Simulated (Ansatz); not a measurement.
Rh:
```xyz
1
Lattice="0.0000 1.8901 1.8901 1.8901 0.0000 1.8901 1.8901 1.8901 0.0000" Properties=species:S:1:pos:R:3 pbc="T T T"
Rh     0.0000     0.0000     0.0000
```

Relaxed with PBEsol. Special points in fractions of this cell's reciprocal vectors: Γ (0.000, 0.000, 0.000); X (0.500, 0.000, 0.500); U (0.625, 0.250, 0.625); K (0.375, 0.375, 0.750); L (0.500, 0.500, 0.500); W (0.500, 0.250, 0.750).

**Question.** List the band energies nearest the Fermi level at these points for PBEsol with spin–orbit coupling (plane waves, PAW; program Ansatz).

**Answer.** In eV from the Fermi level; about four levels below and three above (degenerate sets whole), none deeper than 8.9 eV; … stands for higher levels left out; points with the same levels are listed once.

```tsv
k	below	above
Γ	-0.95 -0.95 -0.95 -0.95	…
X	-6.49 -6.49 -6.11 -6.11	0.59 0.59 0.96 0.96
U	-2.12 -2.12 -0.67 -0.67	0.45 0.45 7.95 7.95
L	-3.37 -3.37 -3.09 -3.09	0.56 0.56 0.65 0.65
W	-3.88 -3.88 -1.19 -1.19	1.08 1.08 9.51 9.51
```

Space group Fm-3m (fcc (Cu type)). Symmetry was held in the PBEsol relaxation. The run is not spin-polarised.

Potentials: the earlier of the program's two PAW sets. The files were generated under PBE; for other functionals the program regenerates the frozen cores, and for LDA and PBEsol the local potential too.
